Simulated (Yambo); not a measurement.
```xyz
3
Lattice="0.0000 2.2196 2.2196 2.2196 0.0000 2.2196 2.2196 2.2196 0.0000" Properties=species:S:1:pos:R:3 pbc="T T T"
Li     3.3294     3.3294     3.3294
Li     1.1098     1.1098     1.1098
O      4.4392     4.4392     4.4392
```

Response from Yambo on norm-conserving PBEsol (Quantum ESPRESSO, 84 Ry, scalar-relativistic) bands: 18×18×18 mesh, 19 bands, 4 Ry local-field block, 0.2 eV broadening.

Q: Give the static electronic dielectric constant without and with local fields.

A: 
```tsv
field along	ε(0), independent particles	ε(0), RPA with local fields	refractive index √ε
x	2.95	2.76	1.66
```
Electronic (clamped-ion) response only. PBEsol gaps are usually too small, which raises these values. Convergence of the RPA response with its 18×18×18 mesh was not tested.

Geometry strained from the cell relaxed with PBEsol, atoms relaxed again.
